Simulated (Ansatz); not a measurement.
AlSi2N in space group R3m (No. 160; Al on 3a, N on 3a, Si on 3a, Si on 3a), plane-wave PAW PBE (Ansatz code), all energies at zero smearing, with the estimated change up to a 700 eV cutoff added, with one set of potentials and settings (totals compare only within such a set). Cell of 4 atoms (1 Al, 1 N, 2 Si): -2193.772 eV.

```tsv
element	reference phase	E (eV/atom)
Al	Fm-3m, 1 atoms in the cell	-537.5055
N	Pa-3, 8 atoms in the cell	-384.0342
Si	Fd-3m, 2 atoms in the cell	-635.8114
```

Formation energy per atom, worked out: (-2193.772 − 1×(-537.5055) − 1×(-384.0342) − 2×(-635.8114))/4 = -0.152 eV/atom (-15 kJ per mol of atoms), at 0 K, without zero-point energy or fitted corrections.

The start of the workflow was typed in or built on a structure type; neither database checked (COD, Materials Project) lists it. Whether it is the stable phase at ambient conditions was not checked. The cell was relaxed with PBE under the symmetry of its start; its stability against distortions is not shown here. The references are the lowest solids computed at this level, not always the standard phases (solids in place of the gases).

Potentials: the earlier of the program's two PAW sets.
